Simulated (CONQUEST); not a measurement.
Worked example: self-consistent single point of AlNi (Cmmm, 4 atoms in the cell; from Materials Project mp-1228868, changed as shown) in CONQUEST.

Level of theory: LDA (PW92), numerical atomic orbitals double-zeta with polarisation (the shipped basis), PseudoDojo norm-conserving potentials made for LDA (CONQUEST).

The change in words: volume scaled by 0.94. Reference geometry (Cmmm):
```yaml
crystal:
  lattice:
    - [3.85257, 0.00000, 0.00000]
    - [0.00000, 3.88138, 0.00000]
    - [0.00000, 0.00000, 3.07959]
  atoms:
    - { symbol: Al, position: [0.00000, 0.00000, 0.00000] }
    - { symbol: Al, position: [0.50000, 0.50000, 0.00000] }
    - { symbol: Ni, position: [0.50000, 0.00000, 0.50000] }
    - { symbol: Ni, position: [0.00000, 0.50000, 0.50000] }
```

Reference input (self-consistent single point, DFT, LDA (PW92), numerical atomic orbitals double-zeta with polarisation (the shipped basis), PseudoDojo norm-conserving potentials made for LDA): basis = DZP; Diag.MPMeshX, Y, Z = 4 4 5; potentials = PseudoDojo norm-conserving LDA; Grid.GridCutoff = 175 Ha; DM.SolutionMethod = diagon; Diag.SmearingType = 1; Diag.kT = 0.003675 Ha; Diag.GammaCentred = true; Diag.MPOrder = 1; minE.SCTolerance = 1.0e-06; SC.MaxIters = 100; SC.LinearMixingFactor = 0.5. This run's input differs from it in these lines:

```diff
@@ -32,10 +32,10 @@
 # file: input.coords
-     7.280311625      0.000000000      0.000000000
-     0.000000000      7.334743296      0.000000000
-     0.000000000      0.000000000      5.819589235
+     7.131692224      0.000000000      0.000000000
+     0.000000000      7.185012736      0.000000000
+     0.000000000      0.000000000      5.700787823
 4
     0.000000000     0.000000000     0.000000000  1 T T T
-    3.640155812     3.667371648     0.000000000  1 T T T
-    3.640155812     0.000000000     2.909794618  2 T T T
-    0.000000000     3.667371648     2.909794618  2 T T T
+    3.565846112     3.592506368     0.000000000  1 T T T
+    3.565846112     0.000000000     2.850393911  2 T T T
+    0.000000000     3.592506368     2.850393911  2 T T T
```

The program printed (abridged):

```
    new_SC_potl: Starting.  Tolerance:  0.10000E-05

    PulayMixSC: Starting Pulay mixing, A_up =  0.500 A_dn =  0.500
    PulayMixSC: Spin non-polarised calculation.
    PulayMixSC: with Kerker preconditioning, q0 =  0.100
          Harris-Foulkes Energy            :      -340.147626092212761 Ha
          GroundState Energy (kT --> 0)    :      -340.147692325192850 Ha
          Free Energy (E-TS)               :      -340.147725441682894 Ha
          DFT Total Energy                 :      -340.043093025288272 Ha
          Total number of electrons        :        42.000000000000647
   [... lines left out ...]
          Total number of electrons        :        42.000059401945826
    PulayMixSC: Pulay iteration     6 residual:              0.88836E-05
          Harris-Foulkes Energy            :      -340.123080817661048 Ha
          GroundState Energy (kT --> 0)    :      -340.123103860733920 Ha
          Free Energy (E-TS)               :      -340.123115382270328 Ha
          DFT Total Energy                 :      -340.123080816181186 Ha
          Total number of electrons        :        42.000059005901988
    PulayMixSC: Pulay iteration     7 residual:              0.88087E-06
    PulayMixSC: Reached SCF tolerance of  0.88087E-06 after      7 iterations
      | Number of electrons      =        42.000059
      |* band energy as 2Tr[K.H] =       -58.327263601216544 Ha
      |  screened ion-ion energy =      -282.264017034278822 Ha
      |  Ha correction           =        -1.351578501745011 Ha
      |  XC correction           =         1.819774516486051 Ha
      | GS Energy with kT -> 0   =      -340.123103860733920 Ha
      | Free Energy as E-TS      =      -340.123115382270328 Ha
      |* Harris-Foulkes energy   =      -340.123080817661048 Ha
      |* DFT total energy        =      -340.123080816181186 Ha
      |  estimated accuracy      =        -0.000000001479862 Ha

    force: Forces on atoms (Ha/a0)
    force:  Atom   X              Y              Z
   [... lines left out ...]
    force:     4  -0.0000000000  -0.0000000000   0.0000000040

    force: Maximum force :        0.00000000(Ha/a0) on atom         4 in z direction
    force: Force Residual:        0.00000000 Ha/a0
    force: Total stress:        -15.93945791   -13.87654938   -10.32544320 GPa
    force: Average pressure:     13.38048350 GPa

    force: Finished force
    get_E_and_F: Change in energy during last step of electronic optimisation:  0.51427E-06
```

The run converged in 7 iterations. CONQUEST prints the stress tensor with tension positive. Against the reference run the free energy rises by 29.1 meV/atom and the pressure goes from 0.74 to 13.38 GPa.

The program uses no crystal symmetry, so grid and mesh can part values that symmetry would make equal. The atom-centred basis is finite, which shifts total energies and pressures against plane waves. The run has no spin polarisation, so moments on Ni cannot form. The structure comes from a collection of computed structures, made at another level of theory; the collection holds predicted forms beside known ones. Its lattice was then scaled. No clean gap shows at this smearing width and mesh (spacing up to 0.42 Å⁻¹); the mesh is coarse for partly filled bands, so the values carry mesh errors.

Cost on one core: around 2.1 core-minutes (rough).
